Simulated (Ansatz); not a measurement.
CaCu₅:
Space group P6/mmm (No. 191); a = 5.0616 Å, b = 5.0616 Å, c = 3.9873 Å, α = 90.00°, β = 90.00°, γ = 120.00°

```
atom  site  symmetry       x       y       z
----  ----  --------  ------  ------  ------
Ca      1a     6/mmm  0.0000  0.0000  0.0000
Cu      2c      -6m2  0.3333  0.6667  0.0000
Cu      3g       mmm  0.5000  0.5000  0.5000
```

Relaxed with r²SCAN.

Task: Which orbitals make up the states near the Fermi level in r²SCAN (plane waves, PAW; program Ansatz)?

Result: Within 0.5 eV of the Fermi level: Cu 4s 36 %, Cu 3d 21 %, Ca 4s 8 %, outside the projected shells 34 %. Projections are on Löwdin-orthogonalised atomic valence shells; empty p or d shells of many metals are not among them.

Task: Tabulate the density of states.

Result: States/eV per cell of 6 atoms, in 0.25 eV bins, energy from the Fermi level.

```tsv
E (eV)	total	Cu 3d	Cu 4s	Ca 4s
-7.85	0.59	0.03	0.48	0.06
-7.60	0.72	0.04	0.60	0.06
-7.35	0.96	0.07	0.80	0.05
-7.10	1.04	0.10	0.87	0.04
-6.85	0.92	0.10	0.76	0.03
-6.60	0.82	0.11	0.68	0.02
-6.35	1.01	0.15	0.81	0.03
-6.10	1.33	0.23	1.02	0.05
-5.85	1.37	0.31	0.99	0.04
-5.60	1.40	0.41	0.91	0.05
-5.35	1.66	0.67	0.90	0.06
-5.10	3.74	2.47	1.12	0.09
-4.85	3.05	2.15	0.79	0.07
-4.60	7.08	5.83	1.08	0.08
-4.35	9.03	7.74	1.07	0.11
-4.10	16.60	15.30	0.55	0.58
-3.85	23.21	22.13	0.69	0.14
-3.60	16.27	15.35	0.62	0.05
-3.35	21.06	19.93	0.66	0.04
-3.10	13.00	12.19	0.48	0.03
-2.85	15.38	14.56	0.52	0.05
-2.60	26.16	25.50	0.45	0.02
-2.35	25.29	24.59	0.51	0.02
-2.10	11.65	10.98	0.50	0.03
-1.85	9.80	9.11	0.53	0.05
-1.60	3.17	2.37	0.58	0.10
-1.35	1.74	0.88	0.57	0.15
-1.10	1.80	0.76	0.62	0.23
-0.85	1.66	0.61	0.62	0.21
-0.60	1.69	0.53	0.64	0.22
-0.35	1.81	0.51	0.72	0.21
-0.10	2.12	0.52	0.87	0.17
0.15	2.48	0.46	0.87	0.15
0.40	2.39	0.37	0.73	0.17
0.65	2.28	0.30	0.64	0.20
0.90	2.87	0.29	0.60	0.19
1.15	2.78	0.24	0.43	0.13
1.40	2.54	0.20	0.37	0.10
1.65	2.39	0.17	0.31	0.07
1.90	2.09	0.13	0.23	0.04
2.15	1.79	0.10	0.19	0.03
2.40	1.98	0.10	0.18	0.03
2.65	2.03	0.08	0.14	0.03
2.90	1.65	0.06	0.10	0.02
3.15	1.56	0.05	0.06	0.02
3.40	1.29	0.03	0.04	0.02
3.65	2.54	0.07	0.10	0.14
3.90	2.31	0.05	0.09	0.13
4.15	1.99	0.04	0.05	0.07
4.40	2.78	0.04	0.06	0.05
4.65	3.67	0.05	0.14	0.16
```

The first step of the workflow began from a Materials Project structure, measured or hypothetical; the Crystallography Open Database copy checked does not list it. Its standing as an ambient phase is unchecked. The cell was relaxed with r²SCAN under the symmetry of its start; its stability against distortions is not shown here. No spin polarisation was allowed. Axis ratios of metals converge slowly with the k-mesh, so a and c are less sure than the volume.

Potentials: the later of the program's two PAW sets.
